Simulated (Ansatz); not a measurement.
**Ru: two-dimensional strain map**

Level of theory: Ansatz, DFT LDA, scalar-relativistic, plane waves, PAW. The runs took a 420 eV cutoff, a Γ-centred 21×21×12 mesh and Gaussian smearing (0.15 eV). No spin polarisation. Energies are free energies at this smearing, counted from the undisturbed cell; pressure is positive in compression.

The undisturbed cell (as given, not relaxed at this level; it stands at -12.3 GPa):

```yaml
crystal:
  lattice:
    - [2.70580, 0.00000, 0.00000]
    - [-1.35290, 2.34329, 0.00000]
    - [0.00000, 0.00000, 4.28190]
  atoms:
    - { symbol: Ru, position: [0.33333, 0.66667, 0.25000] }
    - { symbol: Ru, position: [0.66667, 0.33333, 0.75000] }
```

The cell is strained by p along both x and y and by q along z, fractional coordinates fixed. Points are written (p, q).

Energy above the undisturbed cell in meV/atom (a dash: not computed):

```csv
p \ q,-0.030,-0.015,0.000,0.015,0.030
-0.030,27.9,8.7,4.6,13.9,34.9
-0.015,-7.8,–,–,–,–
0.000,-8.8,–,0.0,–,56.5
0.030,73.5,–,110.6,–,189.8
```

Pressure in GPa:

```csv
p \ q,-0.030,-0.015,0.000,0.015,0.030
-0.030,22.9,15.8,9.4,3.8,-1.2
-0.015,9.7,–,–,–,–
0.000,-1.4,–,-12.3,–,-20.7
0.030,-18.6,–,-27.3,–,-33.9
```